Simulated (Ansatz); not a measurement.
Ge:
Space group P6₃/mmc (No. 194); a = b = 3.9587 Å, c = 6.5318 Å, α = β = 90.00°, γ = 120.00°

```json
[
 {"atom": "Ge", "site": "4f", "symmetry": "3m.", "x": "0.6667", "y": "0.3333", "z": "0.0629"}
]
```

Relaxed at zero pressure with the program Ansatz at the LDA level (PAW).

**Question.** The volume is raised by 6 % and shape and atoms relax at that volume. What pressure results, and how do the axes share the change?

**Answer.** -3.6 GPa; a 2.0 %, b 2.0 %, c 1.9 %; the energy rises by 16 meV/atom.

**Question.** Give the new structure.

**Answer.** 
Space group P6₃/mmc (No. 194); a = 4.0374 Å, b = 4.0374 Å, c = 6.6563 Å, α = 90.00°, β = 90.00°, γ = 120.00°

| atom | site | symmetry | x | y | z |
|---|---|---|---|---|---|
| Ge | 4f | 3m. | 0.6667 | 0.3333 | 0.0627 |

The phase is kept; no other phase was compared at this pressure.

Space group P6_3/mmc. The first step of the workflow began from a Materials Project structure, measured or hypothetical; the Crystallography Open Database copy checked does not list it. It is not the phase usual at ambient conditions (space group No. 227). Symmetry was held in the LDA relaxation; its stability against distortions is not shown here.

Potentials: the earlier of the program's two PAW sets. The files were generated under PBE; for other functionals the program regenerates the frozen cores, and for LDA and PBEsol the local potential too.
